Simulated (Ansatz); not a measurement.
A relaxed structure of SiNi2. Space group P6₃/mmc (No. 194). Method: r2SCAN (plane waves to 500 eV, PAW, scalar-relativistic; Ansatz, an electronic-structure program).

```xyz
6
Lattice="3.7281 0.0000 0.0000 -1.8640 3.2286 0.0000 0.0000 0.0000 8.8893" Properties=species:S:1:pos:R:3 pbc="T T T"
Ni     0.0000     0.0000     0.0000
Ni     0.0000     0.0000     4.4447
Ni     0.0000     0.0000     2.2223
Ni     0.0000     0.0000     6.6670
Si     0.0000     2.1524     2.2223
Si     1.8640     1.0762     6.6670
```

What magnetic moment does r2SCAN give?

Net 0.44 μB/atom, ferromagnetic.

Spin state reached: ferromagnetic (net 0.44 μB/atom), from parallel starting moments; other spin orders were not run from this start. r2SCAN tends to overstate moments in metals. The program's look for a lower electronic state was skipped, cut short or left open in this run.

The run could not lose the symmetry of its start.

All atoms sit on sites fixed by symmetry, so only the cell could relax.

The first start was generated by a random draw of sites in a space group. A measured structure of SiNi2 has the same space group, P6₃/mmc (No. 194); the sites were not compared with it.
